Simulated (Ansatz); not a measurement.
# Pd (simple cubic): energy against volume

These are results of Ansatz, DFT, LDA (PW92), plane waves (420 eV) with PAW, scalar-relativistic, not measurements. (PAW data from PBE, frozen cores regenerated.)

The cell is scaled uniformly from the relaxed one, with fractional coordinates and shape fixed. Energies are extrapolated to zero smearing, pressures are those at the given smearing. Magnetic state: spin not included.

A Birch-Murnaghan fit gives V₀ = 16.37 Å³/atom, B₀ = 166 GPa, B₀′ = 5.3.

(1) What are the energy above the minimum and the pressure at 15.066 Å³/atom?

(2) What are the energy above the minimum and the pressure at 17.687 Å³/atom?

(3) What are the energy above the minimum and the pressure at 18.342 Å³/atom?

Results:

(1) 63.5 meV/atom and 17.37 GPa as computed.

(2) 46.9 meV/atom and -10.31 GPa as computed.

(3) 97.4 meV/atom and -13.83 GPa as computed.
